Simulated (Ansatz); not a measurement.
Data:

P:
```
CELL_PARAMETERS angstrom
      0.00000     2.71649     2.71649
      2.71649     0.00000     2.71649
      2.71649     2.71649     0.00000
ATOMIC_POSITIONS crystal
  P  0.00000 0.00000 0.00000
  P  0.25000 0.25000 0.25000
```

This is the r²SCAN-relaxed structure.

Task: All from the program Ansatz at the r²SCAN level (PAW), unless another level is named. Give the electronic character.

Result: metallic (no gap).

Task: What about the density of states at the Fermi level?

Result: 0.56 states/eV per atom (mean over ±0.08 eV).

Space group Fd-3m (diamond). The start of the workflow was typed in or built on a structure type; neither database checked (COD, Materials Project) lists it. It is not the phase usual at ambient conditions (space group No. 64). Symmetry was held in the r²SCAN relaxation. At this level the phase is mechanically unstable.

Potentials: the earlier of the program's two PAW sets.
